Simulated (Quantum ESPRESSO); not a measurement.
# Mg4Mo3Au: finding a planted mistake in a log

Simulated, not a measurement. The program is pw.x of Quantum ESPRESSO 7.5 (plane-wave density functional theory). The cell is made up: eight metal atoms on a hexagonal close-packed lattice, with elements, volume, strain and displacements drawn at random and not relaxed, so it may be unstable or far from any real phase. PseudoDojo standard norm-conserving files set the functional (PBE unless stated); there is no spin polarisation or spin-orbit coupling, the Fermi-Dirac width of 0.25 eV means electrons at about 2900 K, and the masses in the input are unused placeholders. Heavy elements are run without spin-orbit coupling, which real alloys of them have. A spin test at this wide smearing found no moment, but such smearing suppresses magnetism that the real alloy may have.

Intended input:

```
&control calculation='scf', pseudo_dir='./dojo.nc.sr.pbe.v0_5.standard.upf', outdir='./o', disk_io='medium', tprnfor=.true., tstress=.true. /
&system ibrav=0, nat=8, ntyp=3, nbnd=63, ecutwfc=84.00895049, nosym=.true., tot_charge=0,
 occupations='smearing', smearing='fd', degauss=0.0183746611
/
&electrons conv_thr=1.470e-08, electron_maxstep=70, mixing_beta=0.5 /
ATOMIC_SPECIES
Au 1.0 Au.upf
Mg 1.0 Mg.upf
Mo 1.0 Mo.upf
CELL_PARAMETERS angstrom
4.3996 -2.5401 0.0
-2.9331 0.0 -4.858
2.9331 5.0803 0.0
ATOMIC_POSITIONS angstrom
Mg -0.0858 -0.0128 -0.1175
Mo 1.4983 2.4896 -0.0254
Mg -0.0535 1.7795 -2.4449
Mg 1.535 4.3021 -2.4174
Mo 2.9475 0.0127 0.0443
Mo 4.3679 2.5309 0.0326
Au 1.4715 -0.8617 -2.4123
Mg 2.9904 1.6716 -2.4695
K_POINTS automatic
5 5 4 1 1 1
```

The log is shortened where brackets say so; the opening notice, blank lines, dates and the lines on written files are dropped, and the path of the files is cut. It prints rydbergs, bohrs and kilobars, and counts compression as positive stress. Its total energy is the free energy E - TS of the whole cell.

Log of the intended run:

```
     Program PWSCF v.7.5
     Parallel version (MPI & OpenMP), running on       1 processor cores
     Number of MPI processes:                 1
     Threads/MPI process:                     1
     [start-up lines left out]
     bravais-lattice index     =            0
     lattice parameter (alat)  =       9.6002  a.u.
     unit-cell volume          =     976.9999 (a.u.)^3
     number of atoms/cell      =            8
     number of atomic types    =            3
     number of electrons       =       101.00
     number of Kohn-Sham states=           63
     kinetic-energy cutoff     =      84.0090  Ry
     charge density cutoff     =     336.0358  Ry
     scf convergence threshold =      1.5E-08
     mixing beta               =       0.5000
     number of iterations used =            8  plain     mixing
     Exchange-correlation= PBE
                           (   1   4   3   4   0   0   0)
     [axes and pseudopotential details left out]
   Cartesian axes
     site n.     atom                  positions (alat units)
         1        Mg     tau(   1) = (  -0.0168890  -0.0025196  -0.0231289  )
         2        Mo     tau(   2) = (   0.2949284   0.4900580  -0.0049998  )
         3        Mg     tau(   3) = (  -0.0105310   0.3502804  -0.4812591  )
         4        Mg     tau(   4) = (   0.3021525   0.8468342  -0.4758460  )
         5        Mo     tau(   5) = (   0.5801919   0.0024999   0.0087201  )
         6        Mo     tau(   6) = (   0.8597864   0.4981875   0.0064171  )
         7        Au     tau(   7) = (   0.2896531  -0.1696188  -0.4748421  )
         8        Mg     tau(   8) = (   0.5886365   0.3290412  -0.4861014  )
     number of k points=    50  Fermi-Dirac smearing, width (Ry)=  0.0184
                       cart. coord. in units 2pi/alat
        k(    1) = (   0.1407282   0.0437488  -0.1895413), wk =   0.0400000
        k(    2) = (   0.2489794   0.2312461  -0.2548997), wk =   0.0400000
     [further k points left out]
     Dense  grid:   101547 G-vectors     FFT dimensions: (  60,  64,  72)
     Estimated max dynamical RAM per process >     159.06 MB
     Initial potential from superposition of free atoms
     starting charge     100.9924, renormalised to     101.0000
     Starting wfcs are   60 randomized atomic wfcs +    3 random wfcs
     total cpu time spent up to now is       24.5 secs
     per-process dynamical memory:    82.0 Mb
     Self-consistent Calculation
     iteration #  1     ecut=    84.01 Ry     beta= 0.50
     Davidson diagonalization with overlap
     ethr =  1.00E-02,  avg # of iterations =  3.0
     Threshold (ethr) on eigenvalues was too large:
     Diagonalizing with lowered threshold
     Davidson diagonalization with overlap
     ethr =  8.10E-04,  avg # of iterations =  1.0
     total cpu time spent up to now is      156.4 secs
     total energy              =   -1192.82183897 Ry
     estimated scf accuracy    <       0.85868608 Ry
     iteration #  2     ecut=    84.01 Ry     beta= 0.50
     Davidson diagonalization with overlap
     ethr =  8.50E-04,  avg # of iterations =  2.0
     total cpu time spent up to now is      245.8 secs
     total energy              =   -1192.88287013 Ry
     estimated scf accuracy    <       1.03129397 Ry
     [iterations 3 to 10 left out]
     iteration # 11     ecut=    84.01 Ry     beta= 0.50
     Davidson diagonalization with overlap
     ethr =  4.36E-10,  avg # of iterations =  2.2
     total cpu time spent up to now is     1012.9 secs
     total energy              =   -1193.11475821 Ry
     estimated scf accuracy    <       0.00000006 Ry
     iteration # 12     ecut=    84.01 Ry     beta= 0.50
     Davidson diagonalization with overlap
     ethr =  5.50E-11,  avg # of iterations =  2.3
     total cpu time spent up to now is     1130.9 secs
     End of self-consistent calculation
     [lines on levels left out]
!    total energy              =   -1193.11475821 Ry
     estimated scf accuracy    <       0.00000001 Ry
     smearing contrib. (-TS)   =      -0.09979793 Ry
     internal energy E=F+TS    =   -1193.01496028 Ry
     The total energy is F=E-TS. E is the sum of the following terms:
     one-electron contribution =    -546.91409696 Ry
     hartree contribution      =     292.41403733 Ry
     xc contribution           =    -177.21199286 Ry
     ewald contribution        =    -761.30290780 Ry
     convergence has been achieved in  12 iterations
     Forces acting on atoms (cartesian axes, Ry/au):
     atom    1 type  2   force =     0.02845791    0.00307763    0.02652946
     atom    2 type  3   force =    -0.01023053    0.00346295    0.01880444
     atom    3 type  2   force =     0.01519802   -0.01168306    0.00199202
     atom    4 type  2   force =    -0.00613709   -0.01303976   -0.01375742
     atom    5 type  3   force =     0.01072868    0.01343713   -0.01410632
     atom    6 type  3   force =    -0.02137495   -0.01116827   -0.02486752
     atom    7 type  1   force =     0.00587033    0.00489305   -0.00132937
     atom    8 type  2   force =    -0.02251238    0.01102033    0.00673471
     Total force =     0.072043     Total SCF correction =     0.000405
     Computing stress (Cartesian axis) and pressure
          total   stress  (Ry/bohr**3)                   (kbar)     P=      -34.88
  -0.00044057   0.00006414   0.00000944          -64.81        9.44        1.39
   0.00006414  -0.00039280  -0.00002385            9.44      -57.78       -3.51
   0.00000944  -0.00002385   0.00012211            1.39       -3.51       17.96
     init_run     :     22.84s CPU     24.39s WALL (       1 calls)
     electrons    :   1051.79s CPU   1106.39s WALL (       1 calls)
     forces       :     11.60s CPU     11.77s WALL (       1 calls)
     stress       :     38.39s CPU     38.80s WALL (       1 calls)
     [timing details left out]
     PWSCF        :  18m45.05s CPU  19m42.29s WALL
     JOB DONE.
```

A second run was made from an input with one planted mistake. Its log:

```
     Program PWSCF v.7.5
     Parallel version (MPI & OpenMP), running on       1 processor cores
     Number of MPI processes:                 1
     Threads/MPI process:                     1
     [start-up lines left out]
     bravais-lattice index     =            0
     lattice parameter (alat)  =       9.6530  a.u.
     unit-cell volume          =     993.1998 (a.u.)^3
     number of atoms/cell      =            8
     number of atomic types    =            3
     number of electrons       =       101.00
     number of Kohn-Sham states=           63
     kinetic-energy cutoff     =      84.0090  Ry
     charge density cutoff     =     336.0358  Ry
     scf convergence threshold =      1.5E-08
     mixing beta               =       0.5000
     number of iterations used =            8  plain     mixing
     Exchange-correlation= PBE
                           (   1   4   3   4   0   0   0)
     [axes and pseudopotential details left out]
   Cartesian axes
     site n.     atom                  positions (alat units)
         1        Mg     tau(   1) = (  -0.0168945  -0.0025254  -0.0231198  )
         2        Mo     tau(   2) = (   0.2949195   0.4900578  -0.0049920  )
         3        Mg     tau(   3) = (  -0.0105321   0.3502818  -0.4812484  )
         4        Mg     tau(   4) = (   0.3021432   0.8468389  -0.4758453  )
         5        Mo     tau(   5) = (   0.5801878   0.0025058   0.0087115  )
         6        Mo     tau(   6) = (   0.8597790   0.4981820   0.0064211  )
         7        Au     tau(   7) = (   0.2896535  -0.1696105  -0.4748469  )
         8        Mg     tau(   8) = (   0.5886253   0.3290413  -0.4861033  )
     number of k points=    50  Fermi-Dirac smearing, width (Ry)=  0.0184
                       cart. coord. in units 2pi/alat
        k(    1) = (   0.1407294   0.0437498  -0.1895421), wk =   0.0400000
        k(    2) = (   0.2489827   0.2312488  -0.2549015), wk =   0.0400000
     [further k points left out]
     Dense  grid:   103247 G-vectors     FFT dimensions: (  60,  64,  72)
     Estimated max dynamical RAM per process >     161.23 MB
     Initial potential from superposition of free atoms
     starting charge     100.9924, renormalised to     101.0000
     Starting wfcs are   60 randomized atomic wfcs +    3 random wfcs
     total cpu time spent up to now is       36.8 secs
     per-process dynamical memory:    91.4 Mb
     Self-consistent Calculation
     iteration #  1     ecut=    84.01 Ry     beta= 0.50
     Davidson diagonalization with overlap
     ethr =  1.00E-02,  avg # of iterations =  3.0
     Threshold (ethr) on eigenvalues was too large:
     Diagonalizing with lowered threshold
     Davidson diagonalization with overlap
     ethr =  7.99E-04,  avg # of iterations =  1.0
     total cpu time spent up to now is      197.6 secs
     total energy              =   -1192.82418452 Ry
     estimated scf accuracy    <       0.84848358 Ry
     iteration #  2     ecut=    84.01 Ry     beta= 0.50
     Davidson diagonalization with overlap
     ethr =  8.40E-04,  avg # of iterations =  2.0
     total cpu time spent up to now is      277.4 secs
     total energy              =   -1192.87904589 Ry
     estimated scf accuracy    <       1.01529465 Ry
     [iterations 3 to 10 left out]
     iteration # 11     ecut=    84.01 Ry     beta= 0.50
     Davidson diagonalization with overlap
     ethr =  3.56E-10,  avg # of iterations =  2.7
     total cpu time spent up to now is     1003.6 secs
     total energy              =   -1193.11012870 Ry
     estimated scf accuracy    <       0.00000005 Ry
     iteration # 12     ecut=    84.01 Ry     beta= 0.50
     Davidson diagonalization with overlap
     ethr =  5.00E-11,  avg # of iterations =  2.1
     total cpu time spent up to now is     1090.3 secs
     End of self-consistent calculation
     [lines on levels left out]
!    total energy              =   -1193.11012870 Ry
     estimated scf accuracy    <       0.00000001 Ry
     smearing contrib. (-TS)   =      -0.10178628 Ry
     internal energy E=F+TS    =   -1193.00834242 Ry
     The total energy is F=E-TS. E is the sum of the following terms:
     one-electron contribution =    -553.40233437 Ry
     hartree contribution      =     294.66710951 Ry
     xc contribution           =    -177.13202739 Ry
     ewald contribution        =    -757.14109017 Ry
     convergence has been achieved in  12 iterations
     Forces acting on atoms (cartesian axes, Ry/au):
     atom    1 type  2   force =     0.02769081    0.00292457    0.02570696
     atom    2 type  3   force =    -0.00949042    0.00315798    0.01889655
     atom    3 type  2   force =     0.01446351   -0.01126981    0.00124551
     atom    4 type  2   force =    -0.00556649   -0.01277801   -0.01350026
     atom    5 type  3   force =     0.01108625    0.01405832   -0.01344974
     atom    6 type  3   force =    -0.02165141   -0.01159352   -0.02473998
     atom    7 type  1   force =     0.00592259    0.00483510   -0.00118391
     atom    8 type  2   force =    -0.02245485    0.01066539    0.00702487
     Total force =     0.071074     Total SCF correction =     0.000378
     Computing stress (Cartesian axis) and pressure
          total   stress  (Ry/bohr**3)                   (kbar)     P=      -49.55
  -0.00053596   0.00006183   0.00000918          -78.84        9.10        1.35
   0.00006183  -0.00048717  -0.00002181            9.10      -71.67       -3.21
   0.00000918  -0.00002181   0.00001254            1.35       -3.21        1.85
     init_run     :     34.89s CPU     36.66s WALL (       1 calls)
     electrons    :   1001.67s CPU   1053.53s WALL (       1 calls)
     forces       :      8.60s CPU      8.72s WALL (       1 calls)
     stress       :     27.10s CPU     27.34s WALL (       1 calls)
     [timing details left out]
     PWSCF        :  17m52.76s CPU  18m48.78s WALL
     JOB DONE.
```

Question: the log repeats what the program read. Compare it with the intended run: what was wrong in the second input?

Answer: the cell and the positions are scaled by a wrong factor. The input lines that differ:

```
- 4.3996 -2.5401 0.0
- -2.9331 0.0 -4.858
- 2.9331 5.0803 0.0
+ 4.4238 -2.5541 0.0
+ -2.9492 0.0 -4.8847
+ 2.9492 5.1082 0.0
- Mg -0.0858 -0.0128 -0.1175
- Mo 1.4983 2.4896 -0.0254
- Mg -0.0535 1.7795 -2.4449
- Mg 1.535 4.3021 -2.4174
- Mo 2.9475 0.0127 0.0443
- Mo 4.3679 2.5309 0.0326
- Au 1.4715 -0.8617 -2.4123
- Mg 2.9904 1.6716 -2.4695
+ Mg -0.0863 -0.0129 -0.1181
+ Mo 1.5065 2.5033 -0.0255
+ Mg -0.0538 1.7893 -2.4583
+ Mg 1.5434 4.3258 -2.4307
+ Mo 2.9637 0.0128 0.0445
+ Mo 4.3919 2.5448 0.0328
+ Au 1.4796 -0.8664 -2.4256
+ Mg 3.0068 1.6808 -2.4831
```

```
                                            intended run  run with the mistake
                          free energy (eV)    -16233.153            -16233.090
         entropy term -TS, part of it (eV)        -1.358                -1.385
                            pressure (GPa)         -3.49                 -4.96
size of the largest force component (eV/Å)         0.732                 0.712
largest change of a force component (eV/Å)                               0.021
                                iterations            12                    12
```

For scale, a rerun of the intended cell at a higher cutoff and on a denser mesh moved values by no more than 0.005 eV in energy, 0.02 GPa in stress and 0.007 eV/Å in force, and a second program with other atomic files agreed on that cell to 2 % rms in force and 0.5 GPa in pressure.